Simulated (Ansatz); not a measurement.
## CdPtC6N6, one structure, two calculations

Cell: a COD entry, its atoms then relaxed with PBE in this cell.

Space group Fm-3m (No. 225); a = 10.9380 Å.

```
site  Wyckoff  site symmetry       x       y       z
  Cd       4b           m-3m  0.5000  0.5000  0.5000
  Pt       4a           m-3m  0.0000  0.0000  0.0000
   C      24e           4m.m  0.5000  0.5000  0.8167
   N      24e           4m.m  0.5000  0.5000  0.7109
```

One atom of each set is listed; the run and its k-mesh use a cell of 14 atoms with edges of 7.73, 7.73, 7.73 Å.

First run. Method: Kohn–Sham DFT in Ansatz, PBE, plane waves and PAW, scalar-relativistic, 420 eV cutoff, Γ-centred 5×5×5 k-points, Fermi–Dirac smearing 0.05 eV.

```json
{"site": "C", "V_zz (10²¹ V/m²)": "-3.82", "η": "0.00"}
{"site": "N", "V_zz (10²¹ V/m²)": "-5.88", "η": "0.00"}
```

Second run. The same atoms and settings, except that the functional is r2SCAN and the cutoff is 500 eV.

Q: What does the second run give?

A: 

| site | V_zz | η | change of V_zz |
| --- | --- | --- | --- |
| C | -4.18 | 0.00 | -0.36 |
| N | -6.16 | 0.00 | -0.28 |

The largest change of V_zz is on C, from -3.82 to -4.18. In per cent, |V_zz| changes by +9 on C, +5 on N (all sites that start above 0.5). Sites without a gradient aren't listed.

Without spin–orbit coupling the gradients at and beside Pt can be off by some per cent, at some sites by more. The database entry as given showed forces above 3 eV/Å or a pressure above 30 GPa, though relaxing it moves no atom far.
For the second run: The largest force is 0.9 eV/Å, so the atoms aren't at the calculated equilibrium and relaxing them would move these values.
